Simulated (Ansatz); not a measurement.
# Structures of Fe$_{2}$I: which is lowest?

Plane-wave DFT in Ansatz with scalar-relativistic PAW potentials, cutoff 420 eV, Γ-centred meshes chosen by cell and gap, Gaussian smearing with energies taken to zero width. Every cell was relaxed (cell and atoms) in a run of its own, within the symmetry of its start. Functional: PBE.

Relaxed structures (starts from databases or built by putting these elements on another compound's sites):
A. P6/mmm, 3 atoms in the computed cell, a = 4.097 Å, c = 3.801 Å; sites (symmetry × multiplicity) Fe -6m2 × 2, I 6/mmm × 1; start: built
B. I4/mmm, 3 atoms in the computed cell, a = 4.662 Å, c = 5.111 Å; sites (symmetry × multiplicity) Fe -4m2 × 4, I 4/mmm × 2; start: built

Question: Rank them by energy. Could pressure change the order?

Answer:
| structure | group | E − E(lowest) (meV/atom) | V (Å³/atom) | gap on mesh (eV) |
| --- | --- | --- | --- | --- |
| A | P6/mmm | 0.0 | 18.42 | 0.00 |
| B | I4/mmm | 119 | 18.52 | 0.00 |

A is lowest, 119 meV/atom under B. The lowest is also the densest of these, so pressure wouldn't bring one of the others in at first order. Other structures may lie lower than all of these, and vibrations aren't counted.

Spin-orbit coupling is left out, which matters for the bands of heavy elements. Moments started parallel, and an antiferromagnetic order may lie lower. Magnetic cells started from one order each; another order can shift an energy by tens of meV per atom.